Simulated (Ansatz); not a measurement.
AgTi$_{4}$S$_{8}$:
```yaml
crystal:
  lattice:
    - [6.76322, 0.00000, 0.00000]
    - [-3.38161, 5.85712, 0.00000]
    - [0.00000, 0.00000, 6.16133]
  atoms:
    - { symbol: S, position: [0.34018, 0.17009, 0.76716] }
    - { symbol: S, position: [0.33333, 0.66667, 0.76652] }
    - { symbol: S, position: [0.82991, 0.17009, 0.76716] }
    - { symbol: S, position: [0.82991, 0.65982, 0.76716] }
    - { symbol: Ti, position: [0.00000, 0.00000, 0.00000] }
    - { symbol: Ti, position: [0.00000, 0.50000, 0.00000] }
    - { symbol: Ti, position: [0.50000, 0.00000, 0.00000] }
    - { symbol: Ti, position: [0.50000, 0.50000, 0.00000] }
    - { symbol: S, position: [0.17009, 0.34018, 0.23284] }
    - { symbol: S, position: [0.17009, 0.82991, 0.23284] }
    - { symbol: S, position: [0.66667, 0.33333, 0.23348] }
    - { symbol: S, position: [0.65982, 0.82991, 0.23284] }
    - { symbol: Ag, position: [0.00000, 0.00000, 0.50000] }
```

Relaxed with PBE+D3(BJ). Special points in fractions of this cell's reciprocal vectors: Γ (0.000, 0.000, 0.000); M (0.500, 0.000, 0.000); K (0.333, 0.333, 0.000); A (0.000, 0.000, 0.500); L (0.500, 0.000, 0.500); H (0.333, 0.333, 0.500).

Q: List the band energies nearest the Fermi level at these points for PBE+D3(BJ) in the plane-wave PAW code Ansatz.

A: In eV from the Fermi level; about four levels below and three above (degenerate sets whole), none deeper than 8.9 eV; points with the same levels are listed once.

| k | below | above |
|---|---|---|
| Γ | -0.38 -0.38 -0.07 -0.05 -0.05 | 0.35 0.35 0.69 |
| M | -1.65 -1.47 -1.28 -0.69 | 0.13 0.20 0.81 |
| K | -2.24 -2.24 -1.52 -0.83 -0.83 | 0.48 0.48 0.61 |
| A | -0.45 -0.45 -0.08 -0.08 | 0.28 0.28 1.03 |
| L | -1.77 -1.48 -1.48 -1.12 | 0.01 0.28 0.73 |
| H | -2.09 -2.09 -1.63 -1.63 -1.39 | 0.50 0.69 0.69 |

Space group P-3m1. A made-up cell: these elements were put on the sites of a structure type; neither database checked (COD, Materials Project) lists it. Whether it is the stable phase at ambient conditions was not checked. The PBE+D3(BJ) relaxation kept the symmetry of its start; its stability against distortions is not shown here. No spin polarisation was allowed. With an odd number of electrons in the cell and no spin polarisation, the count alone makes it a metal. Spin–orbit coupling is left out wherever it is not named.

Potentials: the later of the program's two PAW sets.
